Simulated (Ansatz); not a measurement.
**Ansatz 0.2.0, settings compared: ZnGa3F6**

Launch command:

```bash
ansatz run input.yaml --threads 1 --pin off --max-ram 2560MiB --backend cpu --events-out ev --progress --plain --runs-dir out
```

The input file (Ansatz 0.2.0, plane waves):

```yaml
crystal:
  lattice:
    - [0.0, 3.813582, 3.813582]
    - [3.813582, 0.0, 3.813582]
    - [3.813582, 3.813582, 0.0]
  atoms:
    - { symbol: Ga, position: [0.25, 0.25, 0.25] }
    - { symbol: Ga, position: [0.75, 0.75, 0.75] }
    - { symbol: Ga, position: [0.0, 0.0, 0.0] }
    - { symbol: Zn, position: [0.5, 0.5, 0.5] }
    - { symbol: F, position: [0.7098, 0.2902, 0.2902] }
    - { symbol: F, position: [0.2902, 0.7098, 0.2902] }
    - { symbol: F, position: [0.2902, 0.7098, 0.7098] }
    - { symbol: F, position: [0.7098, 0.2902, 0.7098] }
    - { symbol: F, position: [0.2902, 0.2902, 0.7098] }
    - { symbol: F, position: [0.7098, 0.7098, 0.2902] }
  symmetry: { tolerance: 0.0003 }
kpoints:
  mp_grid: { grid: [4, 4, 4], shift: [0, 0, 0] }
magnetization:
  spin_polarized: false
scf:
  occupations: { method: fermi_dirac, width: 0.0561 }
hamiltonian:
  pseudopotentials: { kind: paw }
  xc: pbe
basis:
  ecutwfc: 420
output:
  forces: true
  stress: true
  eigenvalues: true
```

Origin of the cell: a known structure type with other elements, at an estimated volume, so it need not be a known compound.

Output of this run (shortened):

```
Pseudopotentials: kind: paw
Pseudopotential: Ga, paw, valence charge 13, recommended cutoff 420 eV (normal), Ga.paw.azcp
Pseudopotential: Zn, paw, valence charge 12, recommended cutoff 420 eV (normal), Zn.paw.azcp
Pseudopotential: F, paw, valence charge 7, recommended cutoff 420 eV (normal), F.paw.azcp
Functional definition: PBE
  exchange = pbe_x(kappa = kappa, mu = beta*pi^2/3)
  correlation = pbe_c(beta = beta)
Crystal: 10 atoms, lattice volume = 110.925 Å³
Basis set: ecut = 420 eV, 2109 PW (Γ), exchange–correlation on 80×80×80 points (8 copies of the dense FFT grid, shifted against one another)
Bands: 57, of which v1, the nominal top of the filled ones, is band 47 counted from 1 (46 counted from 0)
Symmetry: 48 space group operations
Space group: Fm-3m (ITA 225), of the structure as read, at distance tolerance 1.4e-3 Å
[… 7 lines left out …]
Initial density: superposition of atomic densities (neutral atoms: chi_scale 0, normalization atom), corrected by the library's trained network
Functional: x = pbe(κ = 0.804, μ = 0.219515), c = pbe(β = 0.066725)
SCF iter   1: F=—  HF=-19507.543043 eV  Δρ=1.93e-2  dr2=3.98e-1
SCF iter   2: F=—  HF=-19507.498802 eV  Δρ=9.55e-3  dr2=4.66e-2  defer=10
SCF iter   3: F=—  HF=-19507.470981 eV  Δρ=4.24e-3  dr2=2.24e-2  defer=3
SCF iter   4: F=—  HF=-19507.466172 eV  Δρ=1.13e-3  dr2=1.80e-3  defer=3
SCF iter   5: F=—  HF=-19507.466029 eV  Δρ=5.22e-4  dr2=2.04e-4  defer=1
SCF iter   6: F=—  HF=-19507.465897 eV  Δρ=1.06e-4  dr2=2.13e-5  defer=1
SCF iter   7: F=—  HF=-19507.465722 eV  Δρ=9.98e-5  dr2=7.82e-6  defer=1
SCF iter   8: F=—  HF=-19507.465722 eV  Δρ=3.73e-5  dr2=1.21e-6  defer=1
SCF iter   9: F=-19507.465721 eV  HF=-19507.465721 eV  Δρ=1.14e-5  dr2=7.94e-8
SCF 1 converged in 9 iterations: F = -19507.465721 eV  dr2 = 7.94e-8
SCF converged after 9 iterations
Free energy (F): -19507.465721 eV
Harris-Foulkes:  -19507.465721 eV  (|F-HF|=9.33e-8)
Internal energy: -19507.451210 eV  (E = F + TS)
E sigma→0 (E₀):  -19507.458466 eV
Entropy (-TS):   -0.014512 eV (-1.451 meV/atom)
Fermi energy:    10.186702 eV
--- Per-component energies (eV) ---
  E_band       = -170.328351
  E_kinetic    = 1748.941273
  E_local      = -10658.095334  (includes V_loc(G=0)·N_el)
  E_nonlocal   = 2335.290468
  E_hartree    = 4626.029726
  E_xc         = -835.325958
  E_vxc        = -854.203279  (∫ρ·V_xc dr)
  E_paw        = -8981.945892  (= ΣΔE_a)
  E_vpaw       = -1994.361078  (= ΣTr[D̂ρ^β])
  E_aug_tail   = 0.012218  (compensation charges beyond the density's cutoff)
  E_ewald      = -7742.357712
  E_smearing   = -0.014512  (= −TS)
  Σ components = -19507.465721   (vs F -19507.465721, Δ=0.00e0)
--- Forces (eV/Å), atoms counted from 1 ---
  atom   1  Ga     0.000000    -0.000000     0.000000
  atom   2  Ga    -0.000000     0.000000    -0.000000
  atom   3  Ga     0.000000     0.000000    -0.000000
[… 2 lines left out …]
  atom   6  F     -0.000000   -12.197387    -0.000000
  atom   7  F     12.197387    -0.000000     0.000000
  atom   8  F      0.000000    12.197387     0.000000
  atom   9  F      0.000000    -0.000000   -12.197387
  atom  10  F      0.000000     0.000000    12.197387
  max |Σ_I F_I| component: 1.78e-15 eV/Å
--- Stress (GPa, compression-positive) ---
       70.455740       0.000000      -0.000000
       -0.000000      70.455740       0.000000
        0.000000      -0.000000      70.455740
  P = ⅓ Tr σ = 70.4557 GPa (704.557 kbar)
```

The same input was run again with these changes:

1. `hamiltonian.xc` pbe → revpbe; `scf.initial_density.chi_scale` default → 0.0
2. `accuracy` default → low; `hamiltonian.xc` pbe → lda
3. `scf.n_extra_bands` default → 16; `kpoints.mp_grid.grid` [4, 4, 4] → [2, 2, 2]
4. `hamiltonian.pseudopotentials` { kind: paw } → { kind: paw, source: jth }

| run | end | SCF iterations | P (GPa) | max force component (eV/Å) | moment (μB) | ΔE(σ→0) (meV/atom) |
| --- | --- | --- | --- | --- | --- | --- |
| base | converged | 9 | 70.46 | 12.197 | – | 0 |
| 1 | converged | 12 | 74.10 | 12.389 | – | – |
| 2 | converged | 9 | 57.34 | 11.325 | – | – |
| 3 | converged | 10 | 70.59 | 12.239 | – | 3.76 |
| 4 | converged | 9 | 70.59 | 12.182 | – | – |

Energies are compared only where functional, datasets, charge and starting cell are the same.

Not properties of the system: run 2 (too coarse or loose: `accuracy` = low), run 3 (too coarse or loose: `kpoints.mp_grid.grid` = [2, 2, 2]).

Caveats of the base run: no moments, though an odd count or open d shells may carry them; the given cell is far from equilibrium, with atoms too close or a volume far off; the k mesh is coarse if the cell is a metal.

Run 1: forces of this functional can be a tenth off on datasets made under PBE.
Run 4: the cutoff lies below the datasets' advice.

Time of the base run: 3.7 s on 1 thread of Arm Neoverse V2 (shared host), peak memory 0.46 GiB, from the program's own first density.
